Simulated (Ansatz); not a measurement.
BaLiF3 (cubic perovskite)

```
BaLiF3
1.0
    3.88768     0.00000     0.00000
    0.00000     3.88768     0.00000
    0.00000     0.00000     3.88768
Ba Li F
1 1 3
Cartesian
  0.00000   0.00000   0.00000
  1.94384   1.94384   1.94384
  0.00000   1.94384   1.94384
  1.94384   0.00000   1.94384
  1.94384   1.94384   0.00000
```

The slice is a {110} plane (indices of the conventional cell) through the point (0.500, 0.000, 0.500) (fractional), spanned by u = [100] and v = [011] in vectors of this cell: u (3.89 Å) and v (5.50 Å, at 90° to u). It covers one period; positions are fractions (u, v).

Calculation: LDA (plane waves to 420 eV, PAW, scalar-relativistic; Ansatz, an electronic-structure program). k mesh 9×9×9. Inside the PAW spheres the values are not all-electron values, and peaks at nuclei hang on which shells count as valence. BaLiF3 was relaxed with its symmetry unable to fall.

Q: Predict the map of the electrostatic potential energy of an electron, from the cell's mean on the slice.

A: 
```
|xxxx8986556898xxx|
|xxx988655556889xx|
|xx88875433457888x|
|98997642112467998|
|99987531001357899|
|99986531001356899|
|99987531001357899|
|98997642112467998|
|xx88875433457888x|
|xxx988655556889xx|
|xxxx8986556898xxx|
|xxxx9987667899xxx|
|xxxx8986556898xxx|
|xxx988655556889xx|
|xx88875433457888x|
|98997642112467998|
|99987531001357899|
|99986531001356899|
|99987531001357899|
|98997642112467998|
|xx88875433457888x|
|xxx988655556889xx|
|xxxx8986556898xxx|
|xxxx9987667899xxx|
```
Scale: ten equal steps from 2.28 (start of '0') to 8.08 (end of '9'), in the order '0123456789'. Values: electrostatic potential energy of an electron, from the cell's mean, in eV. The map has 17 points along u (one character each, u = 0 at the left) and 24 along v (v = 0 in the bottom row). Points within 0.8 Å of a nucleus are blanked (x), as the pseudised field means little there. The zero, the cell's mean, hangs on the PAW cores.
